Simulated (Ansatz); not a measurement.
Nb₂O₅:
```cif
data_Nb8O20
_chemical_formula_sum 'Nb8 O20'
_space_group_name_H-M_alt 'C2/c'
_space_group_IT_number 15
_space_group_name_Hall '-C 2yc'
_cell_length_a 12.79174
_cell_length_b 4.89360
_cell_length_c 5.58019
_cell_angle_alpha 90.000
_cell_angle_beta 104.579
_cell_angle_gamma 90.000
loop_
_space_group_symop_operation_xyz
  'x, y, z'
  '-x, -y, -z'
  '-x, y, -z+1/2'
  'x, -y, z+1/2'
  'x+1/2, y+1/2, z'
  '-x+1/2, -y+1/2, -z'
  '-x+1/2, y+1/2, -z+1/2'
  'x+1/2, -y+1/2, z+1/2'
loop_
_atom_site_label
_atom_site_type_symbol
_atom_site_symmetry_multiplicity
_atom_site_Wyckoff_symbol
_atom_site_fract_x
_atom_site_fract_y
_atom_site_fract_z
_atom_site_occupancy
Nb1 Nb 8 f 0.35971 0.25769 0.24941 1
O1 O 8 f 0.20548 0.06995 0.12802 1
O2 O 4 e 0.00000 0.10587 0.75000 1
O3 O 8 f 0.39015 0.05479 0.52677 1
```
(The calculation used a cell of 14 atoms; values per cell refer to that cell.)

Relaxed with r²SCAN. 

Question: HSE06 on this cell (Ansatz, an electronic-structure program, PAW) gives a gap of 4.07 eV. What does r²SCAN give?

Answer: 3.06 eV.

Cost on shared cores: the r²SCAN run (SCF on a 6×6×5 mesh, then bands and DOS) roughly 9 core-minutes, the HSE06 run (SCF on 4×4×3, then a few points) roughly 11 core-minutes; the tasks are unlike.

The workflow started from a Materials Project entry (that database holds measured and hypothetical structures alike); the Crystallography Open Database files this formula in space group No. 15, but the cells were not matched. Whether it is the stable phase at ambient conditions was not checked. Symmetry was held in the r²SCAN relaxation; its stability against distortions is not shown here. The run is not spin-polarised. Scalar-relativistic: spin–orbit coupling is off unless named, which matters more the heavier the elements.

Potentials: the earlier of the program's two PAW sets. The files were generated under PBE; for other functionals the program regenerates the frozen cores, and for LDA and PBEsol the local potential too.

Ansatz is a plane-wave DFT program.
